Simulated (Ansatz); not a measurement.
The calculation used DFT PBE, scalar-relativistic, plane waves, PAW in Ansatz. Settings: cutoff 420 eV, Γ-centred meshes spaced at most about 0.3 Å⁻¹ (2π included), Gaussian smearing. No spin polarisation in the final relaxations.

These are static total energies at zero pressure. All come from trial cells, and lower structures may exist.

**Question.** Order these relaxed structures of CeHf₃O₈ by energy, lowest first, with the energy over the lowest of them.
A.

Space group I4/mmm (No. 139). a = 5.190 Å, b = 5.190 Å, c = 10.373 Å, α = 90.00°, β = 90.00°, γ = 90.00°
```json
{"atom": "Ce", "site": "2b", "symmetry": "4/mmm", "x": "0.5000", "y": "0.5000", "z": "0.0000"}
{"atom": "Hf", "site": "4d", "symmetry": "-4m2", "x": "0.0000", "y": "0.5000", "z": "0.2500"}
{"atom": "Hf", "site": "2a", "symmetry": "4/mmm", "x": "0.0000", "y": "0.0000", "z": "0.0000"}
{"atom": "O", "site": "16m", "symmetry": "..m", "x": "0.7420", "y": "0.7420", "z": "0.3714"}
```

B.

Space group Cmmm (No. 65). a = 6.957 Å, b = 7.029 Å, c = 6.678 Å, α = 90.00°, β = 90.00°, γ = 90.00°
```
atom  site  symmetry       x       y       z
  Ce    2c       mmm  0.5000  0.0000  0.5000
  Hf    4k       mm2  0.0000  0.0000  0.7563
  Hf    2b       mmm  0.5000  0.0000  0.0000
   O    4i       m2m  0.5000  0.6943  0.0000
   O    4j       m2m  0.5000  0.6818  0.5000
   O    8o       .m. 0.6990  0.0000  0.7667
```

C.

Space group Cm (No. 8). a = 7.727 Å, b = 7.083 Å, c = 5.423 Å, α = 90.00°, β = 94.30°, γ = 90.00°
| atom | site | symmetry | x | y | z |
| --- | --- | --- | --- | --- | --- |
| Ce | 2a | m | 0.4988 | 0.0000 | 0.4804 |
| Hf | 4b | 1 | 0.2784 | 0.7438 | 0.9893 |
| Hf | 2a | m | 0.0041 | 0.0000 | 0.5552 |
| O | 2a | m | 0.6914 | 0.0000 | 0.1622 |
| O | 2a | m | 0.2644 | 0.0000 | 0.1715 |
| O | 4b | 1 | 0.5153 | 0.7409 | 0.8174 |
| O | 2a | m | 0.2576 | 0.0000 | 0.6969 |
| O | 2a | m | 0.7672 | 0.0000 | 0.7072 |
| O | 4b | 1 | 0.4627 | 0.2860 | 0.3061 |

**Answer.** C (0 meV/atom), B (15 meV/atom), A (43 meV/atom). Forms: C Ce and Hf ordered on fluorite sites, Cm; B Ce and Hf ordered on rutile sites, Cmmm; A Ce and Hf ordered on fluorite sites, I4/mmm. Counting O atoms around Ce and Hf (those within 1.25 times the shortest such distance or 1.15 times the sum of covalent radii; a slash parts the counts of unlike sites): C has Ce 8, Hf 6/7; B has Ce 6, Hf 6; A has Ce 8, Hf 8.

These runs have no spin–orbit coupling, which can matter for Hf. The 4f shell of Ce is treated without a Hubbard U, which places its levels poorly. Cells relaxed within their symmetry can be saddle points. Some types were kept out of the candidates beforehand, so the set may lack a known form.
